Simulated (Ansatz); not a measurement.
Li₃Bi in space group Fm-3m (No. 225; Li on 8c, Li on 4b, Bi on 4a), DFT-r²SCAN in the program Ansatz with PAW potentials. The conduction-band minimum lies at X, with 3 equivalent valleys. Second derivatives d²E/dk² of the lowest band at one valley (eV·Å²), along Cartesian directions:

```json
[
 {"direction": "[100]", "d²E/dk²": "11.25"},
 {"direction": "[010]", "d²E/dk²": "28.96"},
 {"direction": "[001]", "d²E/dk²": "28.96"},
 {"direction": "[110]", "d²E/dk²": "20.11"},
 {"direction": "[101]", "d²E/dk²": "20.11"},
 {"direction": "[011]", "d²E/dk²": "28.92"}
]
```

Task: Find the principal effective masses, the density-of-states mass and the conductivity mass.

Result: Off-diagonal terms follow from H_xy = H[110] − (H_xx + H_yy)/2, and m*/mₑ = 7.620 eV·Å² over each eigenvalue: 0.26, 0.26, 0.68. One valley's DOS mass (m₁m₂m₃)^(1/3) = 0.36, conductivity mass 3/(Σ 1/mᵢ) = 0.33 mₑ.

Task: What effective density of states Nc follows at 300 K for parabolic valleys?

Result: Nc = 2.509e19 × 3 × (0.36)^(3/2) ≈ 1.6e19 cm⁻³.

The workflow started from a Materials Project entry (that database holds measured and hypothetical structures alike); the Crystallography Open Database copy checked does not list it. With Li and Bi taken as one species the cell has the higher symmetry Im-3m, so it may be an ordered model of a mixed-site phase. Its standing as an ambient phase is unchecked. The r²SCAN relaxation kept the symmetry of its start; its stability against distortions is not shown here. Spin–orbit coupling is left out wherever it is not named.

Potentials: the later of the program's two PAW sets.

Edges and masses are those of Kohn–Sham bands, whose gap is no quasiparticle gap.
